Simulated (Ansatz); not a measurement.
Relaxed AlCo (CsCl type):

```xyz
2
Lattice="2.8239 0.0000 0.0000 0.0000 2.8239 0.0000 0.0000 0.0000 2.8239" Properties=species:S:1:pos:R:3 pbc="T T T"
Al     0.0000     0.0000     0.0000
Co     1.4119     1.4119     1.4119
```

All values below come from r2SCAN (plane waves to 500 eV, PAW, scalar-relativistic; Ansatz, an electronic-structure program). k mesh 13×13×13 (Γ-centred), Fermi-Dirac smearing 0.05 eV. With partly filled bands, energies and forces of such displacements shift with the k mesh and the smearing. AlCo was relaxed with its symmetry unable to fall. Relaxed AlCo ends ferromagnetic. The magnetic order is the one the run started from; other orders were not tried.

One atom of the cell was then moved (with its periodic images), all else fixed, and the forces (eV/Å) came out as:

```tsv
atom	Fx	Fy	Fz
Al1	-0.474	-0.474	-0.474
Co2	0.474	0.474	0.474
```

With two atoms only their relative shift counts; take Al1 as fixed.

Problem. Which atom was moved, and by which vector (Å)?

Solution. Co2, by (-0.06, -0.06, -0.06), 0.10 Å in all.

(For displaced atoms, the force is minus the slope of the energy, and its curvature is a force constant, which sets phonon frequencies.)
